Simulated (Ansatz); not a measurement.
Starting cell, NaCl (rock salt):

```
NaCl
1.0
    0.00000     5.60772     5.60772
    2.80386     2.80386     5.60772
    2.80386     2.80386     0.00000
Cl Na
2 2
Direct
  0.00000   0.00000   0.00000
  0.50000   0.00000   0.00000
  0.00000   0.50000   0.50000
  0.50000   0.50000   0.50000
```

The atoms are displaced by Q × the pattern below (from a DFPT mode at X = (0.5, 0.5, 0.0), largest move 1; Q in Å), at fixed cell. It is one choice among 2 degenerate patterns. (q is in reciprocal vectors of the primitive cell; the cell shown is doubled to hold the pattern.)

```csv
atom,x,y,z
Cl1,0.000,-0.727,0.000
Cl2,0.000,0.727,0.000
Na3,0.000,-1.000,0.000
Na4,0.000,1.000,0.000
```

These are r2SCAN (plane waves to 500 eV, PAW, scalar-relativistic; Ansatz, a quantum-chemistry and plane-wave program) values and carry that method's errors. k mesh 10×10×10 (Γ-centred), Fermi-Dirac smearing 0.05 eV. Energies are smeared free energies. NaCl was relaxed with its symmetry unable to fall. The zero of ΔE is the undisplaced structure.

```csv
Q (Å),−dE/dQ from forces (eV/Å),ΔE (meV/cell)
-0.100,1.138,(withheld)
-0.083,0.918,36.8
-0.067,0.714,23.2
-0.050,0.524,12.9
-0.033,0.344,5.7
-0.017,0.170,(withheld)
0.000,0.000,0.0
0.017,-0.170,(withheld)
0.033,-0.344,5.7
0.050,-0.524,12.9
0.067,-0.714,23.2
0.083,-0.918,36.8
0.100,-1.138,(withheld)
```

Problem. Fill in the missing entries.

Solution. 
- -0.100, ΔE (meV/cell): 53.9
- -0.017, ΔE (meV/cell): 1.4
- 0.017, ΔE (meV/cell): 1.4
- 0.100, ΔE (meV/cell): 53.9

(For displaced atoms, the force is minus the slope of the energy, and its curvature is a force constant, which sets phonon frequencies.)
